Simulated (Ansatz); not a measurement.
PbSe:
```yaml
crystal:
  lattice:
    - [2.16660, -3.75645, 0.00000]
    - [4.33639, 0.00000, 0.00000]
    - [2.16938, -1.25307, 3.54106]
  atoms:
    - { symbol: Pb, position: [0.00882, 0.49008, 0.99308] }
    - { symbol: Se, position: [0.50923, 0.98989, 0.49283] }
```

Relaxed with PBE+D3(BJ).

Problem. Give the Bader charges and basin volumes of the independent atoms, the program Ansatz at the PBE+D3(BJ) level (PAW).

Solution. 

```json
[
 {"atom": "Pb1", "Bader charge (e)": "+0.88", "Bader volume (Å³)": "26.1"},
 {"atom": "Se2", "Bader charge (e)": "-0.88", "Bader volume (Å³)": "31.6"}
]
```

Space group Fm-3m (rock salt). The PBE+D3(BJ) relaxation kept the symmetry of its start. Spin–orbit coupling is left out wherever it is not named.

Potentials: the later of the program's two PAW sets.
